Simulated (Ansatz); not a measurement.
TaSi$_{2}$ in space group P6_222 (No. 180; Ta on 3c, Si on 6i) under volume change, plane-wave PAW r²SCAN (Ansatz code), shape and atoms relaxed at each volume.

```csv
V (Å³/atom),E − E(relaxed) (meV/atom),P (GPa)
13.112,83.7,22.45
13.544,35.1,13.75
13.977,8.3,6.33
14.409,0.0,0.00
14.841,7.5,-5.39
15.273,28.4,-9.96
15.706,60.6,-13.83
```

**Question.** What does a third-order Birch–Murnaghan fit give for V₀, B₀ and B′?

**Answer.** V₀ = 14.41 Å³/atom, B₀ = 194 GPa, B′ = 4.4.

The r²SCAN relaxation kept the symmetry of its start. The run is not spin-polarised. Spin–orbit coupling is left out wherever it is not named.

Potentials: the later of the program's two PAW sets.
